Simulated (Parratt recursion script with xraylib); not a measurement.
# X-ray reflectivity of ZrB2 on Al2O3 at several surface roughnesses

| layer, from the top | thickness (Å) | density (g/cm³) | rms roughness of its top face (Å) | δ (10⁻⁶) | β (10⁻⁶) |
|---|---|---|---|---|---|
| ZrB2 | 200 | 5.706 | varied | 16.15 | 0.7579 |
| Al2O3 (substrate) | – | 3.873 | 2.8 | 12.32 | 0.1498 |

The refractive index is n = 1 − δ + iβ. Vacuum lies above.

Densities are inputs, not measurements. They were set from computed cells of the Materials Project: ZrB2 from entry mp-1472 (P6/mmm, 6.071 g/cm³, taken at 94 %); Al2O3 from entry mp-1143 (R-3c, 3.873 g/cm³). A layer's crystal structure does not enter its constants, only its composition and density.

Simulated, not measured: specular X-ray reflectivity, Parratt recursion, Névot-Croce roughness, xraylib tables (Parratt recursion script with xraylib 4.3.0).

Photon energy 8.048 keV (λ = 1.5406 Å), s polarisation. The grazing angle θ is scanned from 0.05° to 2.5° in 900 evenly spaced points, and the curve is smoothed with a Gaussian of 0.004° full width. A maximum is a scan point above both neighbours; its place and height come from a parabola through R at the three points.

The table follows two fringe maxima, those next to orders 5.5 and 8.5 of m = (2d/λ)(sin²θ − 2δ)^½, through runs that differ in the roughness σ₁ of the film surface alone.

| σ₁ (Å) | θ of the first (°) | R there | θ of the second (°) | R there |
|---|---|---|---|---|
| 3.3 | 1.246 | 3.39 × 10⁻⁴ | 1.897 | 4.02 × 10⁻⁵ |
| 4 | 1.246 | ? | 1.897 | ? |

Estimate the two heights for σ₁ = 4 Å.

At a maximum the amplitudes from the film's two faces add: R ≈ (|r₁|g₁ + |r₂|g₂A)². Here q₀ = 4π sin θ/λ, qⱼ = (q₀² − 32π²δⱼ/λ²)^½ (1 film, 2 substrate), |r₁| = |q₀² − q₁²|/(q₀ + q₁)², |r₂| = |q₁² − q₂²|/(q₁ + q₂)² with the numerators taken from the constants, g₁ = exp(−q₀q₁σ₁²/2), g₂ = exp(−q₁q₂σ₂²/2), and A = exp(−16π²β₁d/(λ²q₁)) for absorption in the film.

Check on a shown row, σ₁ = 3.3 Å, second maximum: q₀ = 0.2700, q₁ = 0.2660, q₂ = 0.2669 Å⁻¹; |r₁| = 0.00748, |r₂| = 0.00179; g₁ = 0.676, g₂ = 0.757, A = 0.963; R ≈ 4.05 × 10⁻⁵ against 4.02 × 10⁻⁵ in the table.

- σ₁ = 4 Å, first maximum: q₀ = 0.1774, q₁ = 0.1712, q₂ = 0.1727 Å⁻¹; |r₁| = 0.0177, |r₂| = 0.00431; g₁ = 0.784, g₂ = 0.891, A = 0.943; R ≈ 3.06 × 10⁻⁴.
- σ₁ = 4 Å, second maximum: q₀ = 0.2700, q₁ = 0.2660, q₂ = 0.2669 Å⁻¹; |r₁| = 0.00748, |r₂| = 0.00179; g₁ = 0.563, g₂ = 0.757, A = 0.963; R ≈ 3.04 × 10⁻⁵.

The run gave 2.99 × 10⁻⁴ and 3.01 × 10⁻⁵; the estimates are 1.02 and 1.01 times these.
